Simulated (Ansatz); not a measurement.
B4C:
```cif
data_C6B24
_chemical_formula_sum 'B24 C6'
_space_group_name_H-M_alt 'Cm'
_space_group_IT_number 8
_space_group_name_Hall 'C -2y'
_cell_length_a 8.74242
_cell_length_b 5.57968
_cell_length_c 5.02774
_cell_angle_alpha 90.000
_cell_angle_beta 118.741
_cell_angle_gamma 90.000
loop_
_atom_site_label
_atom_site_type_symbol
_atom_site_symmetry_multiplicity
_atom_site_Wyckoff_symbol
_atom_site_fract_x
_atom_site_fract_y
_atom_site_fract_z
_atom_site_occupancy
B1 B 2 a 0.00825 0.50000 0.16166 1
B2 B 4 b 0.33707 0.16093 0.51602 1
B3 B 4 b 0.16842 0.33750 0.49456 1
B4 B 2 a 0.19295 0.50000 0.81916 1
B5 B 2 a 0.31040 0.00000 0.18807 1
B6 B 4 b 0.44265 0.25448 0.30494 1
B7 B 4 b 0.06065 0.24316 0.70119 1
B8 B 2 a 0.49960 0.50000 0.01212 1
C1 C 2 a 0.49669 0.00000 0.82437 1
C2 C 2 a 0.37440 0.50000 0.11870 1
C3 C 2 a 0.12149 0.00000 0.89639 1
```
(The calculation used a cell of 15 atoms; values per cell refer to that cell.)

Relaxed with PBEsol.

Give the optical modes at the zone centre with their infrared activity from DFPT, the program Ansatz at the PBEsol level (PAW).

Transverse frequencies, without the LO–TO term; a row sums one degenerate level.

```tsv
ω (cm⁻¹)	degeneracy	IR ((D/Å)²/amu)	activity
351	1	7.04	IR
388	1	8.31	IR
425	1	0.29	IR
475	1	0.06	IR
478	1	0.09	IR
480	1	0.07	IR
504	1	0.09	IR
526	1	0.10	IR
531	1	0.05	IR
541	1	0.23	IR
566	1	0.01	IR
586	1	0.86	IR
617	1	0.84	IR
690	1	0.31	IR
697	1	0.39	IR
714	1	0.18	IR
716	1	0.66	IR
717	1	3.25	IR
731	1	0.32	IR
732	1	0.26	IR
763	1	0.08	IR
781	1	1.18	IR
792	1	0.02	IR
799	1	0.00	IR-inactive
810	1	0.05	IR
834	1	1.08	IR
835	1	0.19	IR
844	1	0.15	IR
852	1	1.15	IR
865	1	0.03	IR
877	1	0.99	IR
956	1	1.50	IR
986	1	0.47	IR
1044	1	1.85	IR
1047	1	0.09	IR
1063	1	0.41	IR
1074	1	12.26	IR
1085	1	1.17	IR
1093	1	7.77	IR
1115	1	16.34	IR
1136	1	6.41	IR
1591	1	34.30	IR
```

How high does the top mode go among those that the LO–TO term moves?

1618 cm⁻¹ for q along x, 1111 cm⁻¹ for q along y, 1594 cm⁻¹ for q along z.

The workflow started from a Materials Project entry (that database holds measured and hypothetical structures alike); the Crystallography Open Database copy checked does not list it. Its standing as an ambient phase is unchecked. The PBEsol relaxation kept the symmetry of its start; phonons on a q-mesh show no instability.

Potentials: the earlier of the program's two PAW sets.
